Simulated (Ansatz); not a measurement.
SnO$_{2}$ (rutile), relaxed and computed with several functionals in Ansatz (plane waves, PAW). Much of their spread follows the volume that each gives.

| functional | V (Å³/atom) | B₀ by P(V) fit (GPa) |
|---|---|---|
| LDA | 11.86 | 202 |
| r²SCAN | 12.09 | ? |
| PBE | 12.58 | 165 |
| HSE06 | 12.02 | 203 |

Fit a straight line to ln B₀ against ln V and predict the withheld value.

Least squares on the 3 shown rows: ln B₀ = -3.72 × ln V + (14.532), with a scatter of 2.3 %. For r²SCAN this gives 193. The run itself gave 201, a miss of 4.0 % of that.

All cells were relaxed under the symmetry of their starts (and spin orders); stability against distortions was not tested throughout. Spin–orbit coupling is left out wherever it is not named.

Potentials: the later of the program's two PAW sets.

Ansatz (a first-principles code) is a plane-wave DFT program.
